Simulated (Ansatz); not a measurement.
Cu:
```
CELL_PARAMETERS angstrom
      0.00000     1.78005     1.78005
      1.78005     0.00000     1.78005
      1.78005     1.78005     0.00000
ATOMIC_POSITIONS crystal
  Cu 0.00000 0.00000 0.00000
```

Relaxed with r²SCAN+D4. Special points in fractions of this cell's reciprocal vectors: Γ (0.000, 0.000, 0.000); X (0.500, 0.000, 0.500); U (0.625, 0.250, 0.625); K (0.375, 0.375, 0.750); L (0.500, 0.500, 0.500); W (0.500, 0.250, 0.750).

### Question
List the band energies nearest the Fermi level at these points for plane-wave PAW r²SCAN+D4 (Ansatz code).

### Answer
In eV from the Fermi level; about four levels below and three above (degenerate sets whole), none deeper than 8.9 eV; … stands for higher levels left out; points with the same levels are listed once.

```
k                          below   above
-  -----------------------------  ------
Γ  -3.23 -3.23 -3.23 -2.35 -2.35       …
X        -4.80 -1.75 -1.54 -1.54  1.53 …
U        -4.42 -2.97 -2.21 -1.76  4.63 …
L  -3.28 -3.28 -1.71 -1.71 -1.20       …
W        -3.82 -3.82 -2.40 -1.54       …
```

Space group Fm-3m (fcc (Cu type)). The r²SCAN+D4 relaxation kept the symmetry of its start. The run is not spin-polarised. The pairwise dispersion correction was not fitted to metals.

Potentials: the later of the program's two PAW sets.
